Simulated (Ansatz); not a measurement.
Level of theory: Ansatz 0.2.0, DFT PBE, scalar-relativistic, plane waves, PAW. Settings: cutoff 420 eV, Γ-centred meshes spaced at most about 0.3 Å⁻¹, and about 0.25 Å⁻¹ or finer for metals (2π included), Gaussian smearing. No spin polarisation in the final relaxations.

Temperature and zero-point effects are left out. All come from trial cells, and lower structures may exist.

Question: These unrelaxed guesses for MgGeSe3 are each relaxed within their symmetry. Order them by the energy at which they end, lowest first.
A.

```xyz
10
Lattice="3.3186 1.9160 5.4193 -3.3186 1.9160 5.4193 0.0000 -3.8320 5.4193" Properties=species:S:1:pos:R:3 pbc="T T T"
Mg    0.0000    0.0000   12.1934
Mg    0.0000    0.0000    4.0645
Ge    0.0000    0.0000    8.1289
Ge    0.0000    0.0000    0.0000
Se    1.8088   -0.6991    9.4838
Se   -0.2990    1.9160    9.4838
Se   -1.5098   -1.2169    9.4838
Se   -1.8088    0.6991    6.7741
Se    0.2990   -1.9160    6.7741
Se    1.5098    1.2169    6.7741
```

B.

```xyz
10
Lattice="-3.3186 3.3186 4.6932 3.3186 -3.3186 4.6932 3.3186 3.3186 -4.6932" Properties=species:S:1:pos:R:3 pbc="T T T"
Mg    0.0000    3.3186    2.2652
Mg    3.3186    0.0000    2.2652
Ge    0.0000    0.0000    9.3050
Ge    0.0000    0.0000    4.6118
Se    1.7907    1.5279    0.0000
Se    1.5279    4.8465    0.0000
Se    0.0000    0.0000    7.0399
Se    1.5279    1.7907    4.6932
Se    1.7907   -1.5279    4.6932
Se    0.0000    0.0000    2.3466
```

Answer: A (ends in R-3c, 0 meV/atom), B (ends in I4cm, 119 meV/atom).

Cells relaxed within their symmetry can be saddle points. Some candidate types were left out of the draw beforehand, so a known form may be missing.
